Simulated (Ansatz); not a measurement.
## Relaxing a structure of TaAs

The start is a generated cell, TaAs built in the FeSi structure type. The cell and all atomic positions are relaxed at zero pressure with r2SCAN (plane waves to 500 eV, PAW, scalar-relativistic; Ansatz, a first-principles code). The first steps use a coarse 5×5×5 k-mesh.

Starting cell:
```
CELL_PARAMETERS angstrom
      5.01488     0.00000     0.00000
      0.00000     5.01488     0.00000
      0.00000     0.00000     5.01488
ATOMIC_POSITIONS crystal
  Ta 0.13652 0.13652 0.13652
  Ta 0.63652 0.36348 0.86348
  Ta 0.86348 0.63652 0.36348
  Ta 0.36348 0.86348 0.63652
  As 0.84240 0.84240 0.84240
  As 0.34240 0.65760 0.15760
  As 0.15760 0.34240 0.65760
  As 0.65760 0.15760 0.34240
```

Q: What pressure does the first self-consistent step give?

A: +12 GPa (positive: the cell is compressed).

Q: How much energy is released per atom?

A: 0.03 eV/atom.

Q: How do the shortest distances between atoms change?

A: The closest pairs of elements (up to four, under 3.6 Å), start → end: As–Ta 2.55 → 2.60 Å; Ta–Ta 3.08 → 3.13 Å; As–As 3.11 → 3.16 Å.

Q: What does it relax into? Give the structure.

A: 
Space group P2₁3 (No. 198); a = b = c = 5.1052 Å, α = β = γ = 90.00°

```csv
atom,site,symmetry,x,y,z
Ta,4a,.3.,0.1383,0.1383,0.1383
As,4a,.3.,0.8446,0.8446,0.8446
```

The space group stays P2₁3 (No. 198) (the run could not lower it); the end is AFLOW prototype AB_cP8_198_a_a (B20, as in FeSi), with 8 atoms in the primitive cell. Final values are on a 9×9×9 k-mesh of the relaxed cell. No spin polarisation in the result.

The run could not lose the symmetry of its start; a randomly shaken copy of 8 atoms returns to this structure.

The relaxed structure here is a generated cell of TaAs: the first start was made by placing the elements on the sites of a structure type, and the end was not matched to a known phase here, so it may be hypothetical. Known forms of TaAs include space group No. 109.
